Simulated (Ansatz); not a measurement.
Input and command of a plane-wave DFT calculation in Ansatz:

```yaml
crystal:
  lattice:
    - [7.9238140576, -0.0005617315, -0.0945568207]
    - [-3.9623935025, 6.8625093743, -0.0342541236]
    - [-2.6362553122, 0.0413291305, 3.6986754818]
  atoms:
    - { symbol: Bi, position: [0.4073689365, 0.3140436084, 0.250691619] }
    - { symbol: Bi, position: [0.7407022698, 0.9807102751, 0.250691619] }
    - { symbol: Bi, position: [0.0740356031, 0.6473769417, 0.250691619] }
    - { symbol: Bi, position: [0.2592977302, 0.0192897249, 0.749308381] }
    - { symbol: Bi, position: [0.5926310635, 0.6859563916, 0.749308381] }
    - { symbol: Bi, position: [0.9259643969, 0.3526230583, 0.749308381] }
basis:
  ecutwfc: 420
kpoints:
  mp_grid: { grid: [6, 6, 9] }
hamiltonian:
  xc: lda
scf:
  occupations: { method: gaussian, width: 0.1 }
output:
  forces: true
  stress: true
  eigenvalues: true
```

```bash
ansatz run input.yaml --threads 8 --pin off --max-ram 20480MiB --backend cpu --events-out ev --progress --plain --runs-dir out
```

Processor: AMD EPYC 9B45 (Zen 5), 8 threads, on a host shared with other jobs.

Question: How long does it run, and how much memory does it take?

Answer: About 3.7 s on 8 threads of AMD EPYC 9B45 (Zen 5) (shared host), peak memory 1.6 GiB. It solves 54 bands at 164 k points (the mesh reduced by the symmetry that the task leaves, which can be less than the crystal's) with about 3905 plane waves, in 6 SCF iterations.
